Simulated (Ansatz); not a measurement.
Hf2N:
Space group P4₂/mnm (No. 136); a = b = 5.253 Å, c = 3.200 Å, α = β = γ = 90.00°

| atom | site | symmetry | x | y | z |
|---|---|---|---|---|---|
| Hf | 4f | m.2m | 0.2954 | 0.2954 | 0.0000 |
| N | 2a | m.mm | 0.0000 | 0.0000 | 0.0000 |

Relaxed at zero pressure with plane-wave PAW LDA (Ansatz code).

Task: The volume is raised by 6 % and shape and atoms relax at that volume. What pressure results, and how do the axes share the change?

Result: -11.2 GPa; a 2.1 %, b 2.1 %, c 1.8 %; the energy rises by 32 meV/atom.

Task: Give the new structure.

Result: 
Space group P4₂/mnm (No. 136); a = 5.3611 Å, b = 5.3611 Å, c = 3.2558 Å, α = 90.00°, β = 90.00°, γ = 90.00°

```
atom  site  symmetry       x       y       z
----  ----  --------  ------  ------  ------
Hf      4f      m.2m  0.2965  0.2965  0.0000
N       2a      m.mm  0.0000  0.0000  0.0000
```

The phase is kept; no other phase was compared at this pressure.

Space group P4_2/mnm (anti-rutile). The workflow started from a Materials Project entry (that database holds measured and hypothetical structures alike); the Crystallography Open Database copy checked does not list it. Its standing as an ambient phase is unchecked. The LDA relaxation kept the symmetry of its start; of distortions, only those at the zone centre were tested. The run is not spin-polarised. Spin–orbit coupling is left out wherever it is not named.

Potentials: the later of the program's two PAW sets.
